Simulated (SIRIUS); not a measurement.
**Sensitivity of a calculation on Al2GaN3 (Cm, 12 atoms in the cell; from Materials Project mp-1228953) to its settings**

```
CELL_PARAMETERS angstrom
      5.73942    -1.56608     0.00000
      5.73942     1.56608     0.00000
     -1.89610     0.00000     7.16784
ATOMIC_POSITIONS crystal
  Al 0.94410 0.94410 0.38930
  Al 0.88890 0.88890 0.77660
  Al 0.22290 0.22290 0.44440
  Al 0.55410 0.55410 0.11330
  Ga 0.27730 0.27730 0.05780
  Ga 0.60960 0.60960 0.72170
  N  0.14740 0.14740 0.18520
  N  0.48130 0.48130 0.85290
  N  0.81820 0.81820 0.51490
  N  0.76480 0.76480 0.90120
  N  0.09500 0.09500 0.56370
  N  0.43160 0.43160 0.24380
```

Base run A: LDA (PW92), GBRV LDA ultrasoft pseudopotentials run with SIRIUS, self-consistent single point.

Its settings: parameters.ngridk = 5 5 2; parameters.xc_functionals = [XC_LDA_X, XC_LDA_C_PW]; parameters.gk_cutoff = 6.325 1/bohr; parameters.pw_cutoff = 14.143 1/bohr; parameters.shiftk = 1 1 1; parameters.smearing = gaussian; parameters.smearing_width = 0.0001 Ha; potentials = GBRV LDA ultrasoft pseudopotentials; parameters.electronic_structure_method = pseudopotential; parameters.num_bands = 48; parameters.num_mag_dims = 0; parameters.num_dft_iter = 100; parameters.energy_tol = 1e-07 Ha; parameters.density_tol = 1e-06; mixer.type = anderson; mixer.beta = 0.5; mixer.use_hartree = false.

The structure comes from a collection of computed structures, made at another level of theory; the collection holds predicted forms beside known ones.

ΔF is the free energy per atom less that of run A. 

Run A gave: pressure (GPa) -4.14; largest force (eV/Å) 0.211; k-points 15; rough cost (cheapest run = 1) 2.

Runs:
- B: volume scaled by 1.06
- C: parameters.energy_tol: 1e-07 Ha → 3.7e-14 Ha; parameters.density_tol: 1e-06 → 1
- D: lattice vector a scaled by 1.02
- E: lattice scaled by 1.03; parameters.gk_cutoff: 6.325 1/bohr → 4.899 1/bohr; parameters.pw_cutoff: 14.143 1/bohr → 10.955 1/bohr
- F: lattice vector c scaled by 0.98
- G: lattice vector b scaled by 0.99
- H: parameters.pw_cutoff: 14.143 1/bohr → 15.492 1/bohr
- I: parameters.energy_tol: 1e-07 Ha → 1e-06 Ha
- J: iterative_solver.num_steps: default → 10
- K: parameters.num_dft_iter: 100 → 200; mixer.max_history: default → 4

Task: What does run F change against A?

Result: The free energy is nearly the same (within 1 meV/atom), the pressure goes from -4.14 to -0.05 GPa and the largest force goes from 0.211 to 0.327 eV/Å.

Task: What does run E change against A?

Result: The free energy goes up by 672 meV/atom, the pressure goes from -4.14 to -65.53 GPa and the largest force goes from 0.211 to 0.291 eV/Å.

Task: What does run B change against A?

Result: The free energy rises by 36.3 meV/atom, the pressure goes from -4.14 to -14.09 GPa and the largest force goes from 0.211 to 0.187 eV/Å.

```tsv
run	ΔF (meV/atom)	pressure (GPa)	largest force (eV/Å)	k-points	rough cost (cheapest run = 1)
A	0.00	-4.14	0.211	15	2
B	36.3	-14.09	0.187	15	3
C	0.00	-4.14	0.211	15	3
D	14.8	-7.74	0.364	25	3
E	671.8	-65.53	0.291	15	1
F	0.16	-0.05	0.327	15	2
G	0.02	-2.14	0.273	25	3
H	-0.01	-4.14	0.211	15	2
I	0.00	-4.14	0.211	15	2
J	0.00	-4.14	0.211	15	2
K	0.00	-4.14	0.211	15	2
```

At a cut-down plane-wave cutoff the stress holds a Pulay term: a spurious tension from the incomplete basis, which lowers the pressure; energies, forces and gaps of such rows are unconverged too.
